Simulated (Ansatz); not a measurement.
A generator proposed this cell of ScBiTe3.

```
Sc Bi Te
1.0
     2.86677   -3.38828    0.00000
     2.86677    3.38828    0.00000
     0.00000    0.00000    9.42267
Sc Bi Te
1 1 3
Direct
  0.00000 0.00000 0.50000
  0.50000 0.50000 0.00000
  0.50000 0.50000 0.33899
  0.50000 0.50000 0.66101
  0.00000 0.00000 0.00000
```

Computed with DFT PBE, scalar-relativistic, plane waves, PAW (Ansatz). Plane waves to 420 eV, a k mesh through Γ of 4×4×2 on the computed 5-atom cell and Gaussian smearing (0.10 eV); no spin polarisation.

The zero of energy is the elements' standard structures at the same level; no fitted shifts are applied.

**Question.** Estimate its pressure, forces and energy as it stands.

**Answer.** The pressure is -2.2 GPa (the mean over three directions, positive in compression), the largest force is 0.13 eV/Å, and the energy is −0.15 eV/atom against the elements. The shortest distance is 2.87 Å.

**Question.** How much does it gain on relaxing, and where does it end?

**Answer.** Relaxing gains about 0.19 eV/atom (the start's value is from the coarse mesh, so the gain is rough) in 11 ionic steps and ends at −0.33 eV/atom on the finer mesh. The symmetry goes from Cmmm (No. 65) to P4/mmm (No. 123). The volume per atom shrinks by 9.4 %, from 36.6 to 33.2 Å³. The shortest distance goes from 2.87 Å (Bi–Te) to 2.95 Å (Bi–Te). Conventional cell: a = 4.176 Å, c = 9.511 Å. Around Sc lie 8 Te at 3.34 Å; around Bi lie 4 Te at 2.95 Å and 2 Te at 3.20 Å; Te on a site of symmetry 4mm is surrounded by 1 Te at 3.11 Å, 1 Bi at 3.20 Å and 4 Sc at 3.34 Å; 1 more site not described.

The last run used a 10×10×4 mesh (in the run's order of axes) for its 5-atom cell and Gaussian smearing of 0.10 eV. Spin–orbit coupling, which can matter for Bi and Te, is left out. The reference form of Te is held partly by dispersion forces, which this level lacks. The relaxation can't lower the symmetry of the start. Symmetry constrained the relaxation, so the result can be a saddle point. Another cell of ScBiTe3 relaxed alike, in P4mm, lies 49 meV/atom lower, so this cell isn't the stable form at this level.
